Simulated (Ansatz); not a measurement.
Polymorphs of NiAu, each relaxed with DFT-r²SCAN in the program Ansatz with PAW potentials:

A: R-3m
a = b = 2.811 Å, c = 12.683 Å, α = β = 90.00°, γ = 120.00°

```csv
atom,site,symmetry,x,y,z
Au,3a,-3m,0.0000,0.0000,0.0000
Ni,3b,-3m,0.0000,0.0000,0.5000
```

B: P4/nmm
a = 2.8251 Å, b = 2.8251 Å, c = 7.0589 Å, α = 90.00°, β = 90.00°, γ = 90.00°

```tsv
atom	site	symmetry	x	y	z
Au	2c	4mm	0.0000	0.5000	0.3439
Ni	2c	4mm	0.5000	0.0000	0.0930
```

**Question.** Rank these by energy per atom at 0 K (lowest first), as r²SCAN gives it.

**Answer.** B (+0 meV/atom), A (+108 meV/atom)

Spin orders computed, not proven ground states: A ferromagnetic; B ferromagnetic. Typed or built starts, not in the databases checked: A; B. All cells were relaxed under the symmetry of their starts (and spin orders); stability against distortions was not tested throughout. Scalar-relativistic: spin–orbit coupling is off unless named, which matters more the heavier the elements.

Energies hold the estimated change up to a 700 eV cutoff; steps of a few meV lie near the error of the meshes.

Potentials: the earlier of the program's two PAW sets. The files were generated under PBE; for other functionals the program regenerates the frozen cores, and for LDA and PBEsol the local potential too.
